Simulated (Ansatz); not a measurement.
A free-standing Janus 2H monolayer of PdOS at its r2SCAN geometry, run in Ansatz 0.2.0 at 2 levels of theory. Spin-unpolarised throughout. Whether this structure exists isn't addressed.

The LDA input:
```yaml
crystal:
  lattice:
    - [3.8581942808, 0.0, 0.0]
    - [-1.9290971404, 3.3412942599, 0.0]
    - [0.0, 0.0, 29.5638845584]
  atoms:
    - { symbol: Pd, position: [0.3333333333, 0.6666666667, 0.3020434966] }
    - { symbol: O, position: [0.6666666667, 0.3333333333, 0.3328083495] }
    - { symbol: S, position: [0.6666666667, 0.3333333333, 0.2784246195] }
  periodic: [true, true, false]
kpoints:
  mp_grid: { grid: [12, 12, 1] }
  band_path:
    path:
      - [0.0, 0.0, 0.0]
      - [0.5, 0.0, 0.0]
      - [0.3333333333, 0.3333333333, 0.0]
      - [0.2, 0.2, 0.0]
    npoints: 1
hamiltonian:
  xc: lda
scf:
  occupations: { method: fermi_dirac, width: 0.02 }
  n_extra_bands: 4
output:
  forces: true
  stress: true
  eigenvalues: true
```

Main results, then, where recorded, the levels near the gap in eV from the Fermi energy (columns number the bands from 0), one row a point of the path (Γ, M, K, K–Γ (0.40)):
```
Crystal: 3 atoms, lattice volume = 381.119 Å³
Symmetry: 6 space group operations
Space group: P3m1 (ITA 156)
```
```
Basis set: ecut = 420 eV, 7467 PW (Γ)
k-points: 19 of 144 (time reversal used)
SCF converged after 7 iterations
Free energy (F): -8266.600841 eV
Internal energy: -8266.599266 eV  (E = F + TS)
E sigma→0 (E₀):  -8266.600054 eV
Entropy (-TS):   -0.001575 eV (-0.525 meV/atom)
Fermi energy:    -4.596182 eV
--- Forces (eV/Å), atoms counted from 1 ---
  atom   1  Pd      0.00000      0.00000    -0.02341
  atom   2  O       0.00000      0.00000    -0.33413
  atom   3  S       0.00000      0.00000      0.35731
--- 2D stress c σ (N/m, compression-positive) ---
       -2.349394       0.000000       0.000000
        0.000000      -2.349394       0.000000
        0.000000       0.000000       0.000000
  P = ½ c Tr σ = -2.3494 N/m
```
```tsv
band_10	band_11	band_12	band_13	band_14	band_15	band_16	band_17
-4.227	-2.981	-1.762	-1.762	0.028	0.505	0.505	2.638
-4.035	-3.462	-2.999	-2.683	-1.684	0.211	1.942	4.572
-3.980	-3.068	-2.893	-2.733	-2.685	0.103	2.777	5.235
-3.783	-3.176	-2.937	-2.479	-1.528	0.056	1.856	4.410
```

With LDA the valence top lies at Γ and the conduction bottom at K–Γ (0.40 of the way from K), 0.03 eV higher; the smallest vertical gap, at Γ, is 0.48 eV. (With 0.02 eV of smearing so small a gap leaves both edges partly filled, and it could close between the points sampled.)

r2SCAN. Against the first input these blocks differ (the band path and keys that only write files left aside):
```yaml
hamiltonian:
  xc: r2scan
```

```
Basis set: ecut = 500 eV, 9545 PW (Γ)
k-points: 19 of 144 (time reversal used)
SCF converged after 10 iterations
Free energy (F): -8457.527116 eV
Internal energy: -8457.521152 eV  (E = F + TS)
E sigma→0 (E₀):  -8457.524134 eV
Entropy (-TS):   -0.005964 eV (-1.988 meV/atom)
Fermi energy:    -4.270376 eV
--- Forces (eV/Å), atoms counted from 1 ---
  atom   1  Pd      0.00000      0.00000      0.00286
  atom   2  O       0.00000      0.00000    -0.00104
  atom   3  S       0.00000      0.00000    -0.00185
--- 2D stress c σ (N/m, compression-positive) ---
       -0.003037       0.000000       0.000000
        0.000000      -0.003037       0.000000
        0.000000       0.000000       0.000000
  P = ½ c Tr σ = -0.0030 N/m
```
```tsv
band_10	band_11	band_12	band_13	band_14	band_15	band_16	band_17
-4.419	-3.187	-1.959	-1.959	0.325	0.482	0.482	2.980
-4.231	-3.606	-3.223	-2.857	-1.787	0.169	2.245	5.050
-4.121	-3.303	-3.064	-2.927	-2.775	0.052	3.074	5.820
-3.965	-3.346	-3.152	-2.646	-1.611	0.021	2.145	4.797
```

r2SCAN gives no gap: the lowest nominally empty band dips 0.30 eV below the top of the last filled one (its bottom at K–Γ (0.40 of the way from K), the top at Γ), so the cell is a metal or semimetal at this level. The mean stress is close to zero (0.00 N/m).

Totals of different functionals can't be compared.

Spin-orbit coupling is left out.
